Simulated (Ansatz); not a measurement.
Starting cell, ZnO (wurtzite):

```xyz
8
Lattice="6.5592 0.0000 0.0000 -1.6398 2.8402 0.0000 0.0000 0.0000 5.2933" Properties=species:S:1:pos:R:3 pbc="T T T"
Zn     1.6398     0.9467     0.0114
Zn     4.9194     0.9467     0.0114
Zn     0.0000     1.8935     2.6580
Zn     3.2796     1.8935     2.6580
O      1.6398     0.9467     3.2980
O      4.9194     0.9467     3.2980
O      0.0000     1.8935     0.6513
O      3.2796     1.8935     0.6513
```

The atoms are displaced by Q × the pattern below (from a DFPT mode at M = (0.5, 0.0, 0.0), largest move 1; Q in Å), at fixed cell. (q is in reciprocal vectors of the primitive cell; the cell shown is doubled to hold the pattern.)

| atom | x | y | z |
|---|---|---|---|
| Zn1 | 0.069 | 0.040 | -0.143 |
| Zn2 | -0.069 | -0.040 | 0.143 |
| Zn3 | -0.069 | -0.040 | -0.143 |
| Zn4 | 0.069 | 0.040 | 0.143 |
| O5 | 0.095 | 0.055 | 0.994 |
| O6 | -0.095 | -0.055 | -0.994 |
| O7 | -0.095 | -0.055 | 0.994 |
| O8 | 0.095 | 0.055 | -0.994 |

Computed with PBE (plane waves to 420 eV, PAW, scalar-relativistic; Ansatz, a first-principles code). k mesh 6×12×6 (Γ-centred), Fermi-Dirac smearing 0.05 eV. Energies are smeared free energies. ZnO was relaxed with its symmetry unable to fall. ΔE is measured from the undisplaced structure.

```tsv
Q (Å)	ΔE (meV/cell)
-0.2800	1963
-0.2333	withheld
-0.1867	795
-0.1400	433
-0.0933	188
-0.0467	46
0.0000	0
0.0467	46
0.0933	188
0.1400	433
0.1867	795
0.2333	withheld
0.2800	1963
```

Problem. Fit an even polynomial form (powers 2, 4) to the given rows and predict ΔE at Q = 0.2333.

Solution. Least squares on the 11 given rows: ΔE = (21060)·Q² + (50670)·Q⁴, in meV/cell with Q in Å; root-mean-square residual 0.6 meV/cell. At 0.2333 the fit gives 1296 meV/cell; the calculation gives 1295 meV/cell, so the interpolation is off by 1 (+0.1 %). The quadratic term alone would give 1146 meV/cell.

(A displaced cell: forces are minus the slopes of the energy, force constants its curvatures, and phonons follow from these.)
